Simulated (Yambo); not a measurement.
Yambo run on a free-standing PtS$_{2}$ monolayer (symmetry P-3m1, slab cell 15.5 Å high). The wavefunctions come from this Quantum ESPRESSO step (PBEsol, PseudoDojo standard norm-conserving files, scalar-relativistic):

```
&CONTROL
  calculation = 'nscf'
  pseudo_dir = './pseudo'
  outdir = './out'
/
&SYSTEM
  ibrav = 0
  nat = 3
  ntyp = 2
  ecutwfc = 84.0
  ecutrho = 336.0
  occupations = 'fixed'
  force_symmorphic = .true.
  nbnd = 157
  assume_isolated = '2D'
/
&ELECTRONS
  conv_thr = 3.0000000000000004e-09
  diago_full_acc = .true.
  diago_thr_init = 1e-08
/
ATOMIC_SPECIES
S 32.0600 S.upf
Pt 195.0840 Pt.upf
CELL_PARAMETERS angstrom
  3.534465137871   0.000000000000   0.000000000000
 -1.767232568935   3.060936598187   0.000000000000
  0.000000000000   0.000000000000  15.500000000000
ATOMIC_POSITIONS crystal
S   0.333333333000   0.666666667000   0.078468681300
S   0.666666666333   0.333333333667  -0.078468681300
Pt  -0.000000000000   0.000000000333   0.000000000000
K_POINTS automatic
6 6 1 0 0 0
```

Yambo input:

```
rim_cut
gw0
dyson
el_el_corr
HF_and_locXC
ppa
em1d
rim_w
RandQpts= 1000000
RandGvec= 2 Ry
CUTGeo= "slab z"
EXXRLvcs= 84 Ry
VXCRLvcs= 336 Ry
Chimod= "HARTREE"
% BndsRnXp
 5 | 155 |
%
NGsBlkXp= 8 Ry
% LongDrXp
 1.0 | 1.0 | 0.0 |
%
RandGvecW= 1000 mRy
PPAPntXp= 27.2114 eV
% GbndRnge
 1 | 155 |
%
GTermKind= "BG"
DysSolver= "n"
ExtendOut
% QPkrange
 1 | 1 | 15 | 16 |
 2 | 2 | 15 | 16 |
 4 | 4 | 15 | 16 |
 5 | 5 | 15 | 16 |
 7 | 7 | 15 | 16 |
%
```

k points by index: 1 = Γ, 2 = (0, 0.167), 4 = M, 5 = (0.167, 0.167), 7 = K.

The o-*.qp file then holds:

```
#    K-point    Band    Eo [eV]    E [eV]    E-Eo [eV]    Vxc [eV]    Vnlxc [eV]    Sc|Eo [eV]    Sc|E [eV]    dSc/dw|Eo [eV]    Re(Z)    Im(Z)
#
    1    15    -0.293257    -0.960946    -0.667689    -13.80662    -15.95707    1.247643    1.482762    -9.578367    0.739632    -0.003168
    1    16    3.317641    3.978736    0.661096    -16.76010    -12.95352    -2.908907    -3.145484    -9.731279    0.736556    -0.004529
    2    15    -0.027051    -0.546610    -0.519560    -16.58103    -19.64215    2.362618    2.541561    -9.366620    0.743915    -0.003097
    2    16    2.062932    2.698694    0.635762    -15.95868    -12.60341    -2.508108    -2.719506    -9.044339    0.750527    -0.003144
    4    15    -1.448968    -2.189142    -0.740175    -12.71169    -15.74174    2.011772    2.289877    -10.21628    0.727004    -0.005068
    4    16    2.913166    3.622997    0.709832    -17.33211    -13.29700    -3.075441    -3.325282    -9.574558    0.739714    -0.002525
    5    15    0.000000    -0.614102    -0.614102    -14.93086    -17.59711    1.838061    2.052145    -9.481802    0.741579    -0.003161
    5    16    2.098610    2.733298    0.634688    -15.48275    -11.94133    -2.694150    -2.906726    -9.109936    0.749172    -0.003164
    7    15    -0.738530    -1.189217    -0.450687    -17.82327    -21.58851    3.155392    3.314557    -9.602798    0.739141    -0.003199
    7    16    2.175294    2.852840    0.677546    -16.18516    -12.43215    -2.845060    -3.075464    -9.249523    0.746303    -0.003144
```
(The two width columns are left out.) Convergence of these settings isn't established.

Spin-orbit coupling is not included.

Geometry relaxed with PBEsol.
